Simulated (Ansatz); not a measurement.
The relaxed structure here is a generated cell of ScOF: the first start was made by placing the elements on the sites of a structure type, and the end was not matched to a known phase here, so it may be hypothetical.

One starting cell of ScOF (a generated cell, ScOF placed in the AFLOW prototype ABC_hP3_187_a_d_f (as in BaSbPt)) was relaxed twice with Ansatz (plane waves, PAW, scalar-relativistic): with PBEsol at 420 eV and with PBE at 420 eV. The PBEsol result:

```cif
data_FOSc
_chemical_formula_sum 'Sc1 O1 F1'
_space_group_name_H-M_alt 'P 1'
_space_group_IT_number 1
_cell_length_a 3.59409
_cell_length_b 3.59409
_cell_length_c 2.68774
_cell_angle_alpha 90.000
_cell_angle_beta 90.000
_cell_angle_gamma 120.000
loop_
_space_group_symop_operation_xyz
  'x, y, z'
loop_
_atom_site_label
_atom_site_type_symbol
_atom_site_fract_x
_atom_site_fract_y
_atom_site_fract_z
_atom_site_occupancy
Sc1 Sc 0.00000 0.00000 0.00000 1
O1 O 0.33333 0.66667 0.50000 1
F1 F 0.66667 0.33333 0.50000 1
```

```json
[
 {"quantity": "space group", "PBEsol": "P-6m2", "PBE": "P-6m2"},
 {"quantity": "volume (Å³/atom)", "PBEsol": "10.02", "PBE": "(withheld)"},
 {"quantity": "a (Å)", "PBEsol": "3.594", "PBE": "(withheld)"},
 {"quantity": "c (Å)", "PBEsol": "2.688", "PBE": "(withheld)"},
 {"quantity": "gap (eV, no spin-orbit coupling)", "PBEsol": "0.00", "PBE": "(withheld)"}
]
```

Task: Fill in the PBE column.

Result: 
- volume (Å³/atom), PBE: 10.50
- a (Å), PBE: 3.647
- c (Å), PBE: 2.734
- gap (eV, no spin-orbit coupling), PBE: 0.00

Both levels end in the same structure; PBE's volume is 4.7 % larger. Neither column is exact.

No spin polarisation in the result. No Hubbard U is applied.

The run could not lose the symmetry of its start, so the end can be a saddle point.

All atoms sit on sites fixed by symmetry, so only the cell could relax.

Ansatz is an electronic-structure program.
